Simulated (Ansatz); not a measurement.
The relaxed structure here is a generated cell of P: the first start was made by placing the elements on the sites of a structure type, and the end was not matched to a known phase here, so it may be hypothetical. Known forms of P include space group No. 64.

The end point of a relaxation of P. All values below come from PBEsol (plane waves to 420 eV, PAW, scalar-relativistic; Ansatz, a program for electronic structure).

```xyz
1
Lattice="2.4206 0.0000 0.0000 0.0000 2.4206 0.0000 0.0000 0.0000 2.4206" Properties=species:S:1:pos:R:3 pbc="T T T"
P      1.2103     1.2103     1.2103
```

Determine the symmetry and give the standard cell with its independent sites.

Space group Pm-3m (No. 221); a = b = c = 2.421 Å, α = β = γ = 90.00°

```
atom  site  symmetry       x       y       z
----  ----  --------  ------  ------  ------
P       1b      m-3m  0.5000  0.5000  0.5000
```

This is the AFLOW prototype A_cP1_221_a (A_h).

Give the shortest distances between elements (the closest pairs, up to four, under 3.6 Å).

P–P 2.42 Å.

The volume per atom is 14.18 Å³. The band gap comes out as no gap (metallic).

No spin polarisation in the result. The relaxed primitive cell holds an odd number of electrons. A magnetic state may lie lower.

The run could not lose the symmetry of its start: the end is stationary, and may be a saddle point rather than a minimum.
